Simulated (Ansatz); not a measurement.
With the program Ansatz at the r²SCAN level (PAW), SiGe in the tetragonal phase (I-4m2; Pearson symbol tI20) relaxes to a = 3.925 Å, c = 27.773 Å. Si on 4e has 4 nearest neighbours from 2.37 Å (tetrahedral); Si on 4f has 4 nearest neighbours from 2.37 Å (tetrahedral); Si on 2b has 4 nearest neighbours from 2.38 Å (tetrahedral); Ge on 4f has 4 nearest neighbours from 2.40 Å (tetrahedral). Its formation energy from the elements is 0.008 eV/atom, with no fitted shifts.

It is gapped at this level: 0.53 eV (direct). The valence maximum lies at Γ and the conduction minimum at Γ. Electrons at the band edge weigh 0.19, 0.19, 1.7 mₑ (principal values).

The bulk modulus is 842 kbar. Bader charges are Si -0.01 to +0.17, Ge -0.19 to 0.00 e.

The start of the workflow was typed in or built on a structure type; neither database checked (COD, Materials Project) lists it. Whether it is the stable phase at ambient conditions was not checked. The cell was relaxed with r²SCAN under the symmetry of its start; whether a distortion lowers the energy is not shown. The references are the lowest solids computed at this level, not always the standard phases. Spin–orbit coupling is left out wherever it is not named.

Potentials: the earlier of the program's two PAW sets. The files were generated under PBE; for other functionals the program regenerates the frozen cores, and for LDA and PBEsol the local potential too.
